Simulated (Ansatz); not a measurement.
Space group P2_13 (No. 198). a = 4.800 Å, b = 4.800 Å, c = 4.800 Å, α = 90.00°, β = 90.00°, γ = 90.00°
```csv
atom,site,symmetry,x,y,z
Mn,4a,.3.,0.6380,0.1380,0.3620
Ge,4a,.3.,0.3424,0.8424,0.6576
```

Equation of state of this MnGe structure (not necessarily the ground state), with shape and atoms relaxed at each volume where symmetry leaves them free. It has no gap at any of these volumes. Computed with DFT r2SCAN, scalar-relativistic, plane waves, PAW (Ansatz 0.2.0).

Cutoff 500 eV; k points 8×8×8 on the computed 8-atom cell (Γ-centred); Gaussian smearing, width 0.10 eV; collinear spin.

```tsv
V (Å³/atom)	E − E(largest V) (meV/atom)	P (GPa)
12.994	4.11	6.08
13.408	-7.25	3.02
13.823	-11.27	0.01
14.238	-7.96	-2.25
14.652	0.00	-3.27
```

Fit a third-order Birch–Murnaghan equation to E(V).

V0 = 13.83 Å³/atom, B0 = 83 GPa, B0' = 5.7.

The state reached may not be the lowest one. Only parallel moments were tried here.

Cost: 5 runs of about 44 core-minutes in all, on Oxide Virtual Turin-like Processor (Zen 5) (shared hosts).